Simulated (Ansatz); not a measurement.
Cu:
```
Cu
1.0
    8.84320     0.00000     0.00000
    0.00000     8.84320     0.00000
    0.00000     0.00000     4.68441
Cu
30
Direct
  0.46197   0.86674   0.00000
  0.53803   0.13326   0.00000
  0.63326   0.96197   0.50000
  0.36674   0.03803   0.50000
  0.96197   0.63326   0.50000
  0.03803   0.36674   0.50000
  0.13326   0.53803   0.00000
  0.86674   0.46197   0.00000
  0.76461   0.43333   0.50000
  0.23539   0.56667   0.50000
  0.06667   0.26461   0.00000
  0.93333   0.73539   0.00000
  0.26461   0.06667   0.00000
  0.73539   0.93333   0.00000
  0.56667   0.23539   0.50000
  0.43333   0.76461   0.50000
  0.81826   0.18174   0.74940
  0.18174   0.81826   0.25060
  0.31826   0.31826   0.24940
  0.68174   0.68174   0.75060
  0.18174   0.81826   0.74940
  0.81826   0.18174   0.25060
  0.68174   0.68174   0.24940
  0.31826   0.31826   0.75060
  0.40137   0.59863   0.00000
  0.59863   0.40137   0.00000
  0.90137   0.90137   0.50000
  0.09863   0.09863   0.50000
  0.00000   0.00000   0.00000
  0.50000   0.50000   0.50000
```

Relaxed with PBE. Special points in fractions of this cell's reciprocal vectors: Γ (0.000, 0.000, 0.000); X (0.000, 0.500, 0.000); M (0.500, 0.500, 0.000); Z (0.000, 0.000, 0.500); R (0.000, 0.500, 0.500); A (0.500, 0.500, 0.500).

Task: List the band energies nearest the Fermi level at these points for PBE in the plane-wave PAW code Ansatz.

Result: In eV from the Fermi level; about four levels below and three above (degenerate sets whole), none deeper than 8.9 eV; points with the same levels are listed once.

```
k                    below                above
-  -----------------------  -------------------
Γ  -1.39 -1.39 -1.39 -0.17       0.21 0.21 0.32
X  -0.52 -0.52 -0.35 -0.35  0.13 0.13 0.28 0.28
M  -1.10 -1.10 -1.09 -1.09  0.41 0.41 0.57 0.57
Z  -0.74 -0.74 -0.62 -0.62  1.60 1.60 1.84 1.84
R  -0.52 -0.52 -0.50 -0.50  0.69 0.69 0.73 0.73
A  -0.21 -0.21 -0.15 -0.15  0.07 0.07 0.14 0.14
```

Space group P4_2/mnm. The start of the workflow was typed in or built on a structure type; neither database checked (COD, Materials Project) lists it. It is not the phase usual at ambient conditions (space group No. 225). Symmetry was held in the PBE relaxation; whether a distortion lowers the energy is not shown. The run is not spin-polarised.

Potentials: the later of the program's two PAW sets.
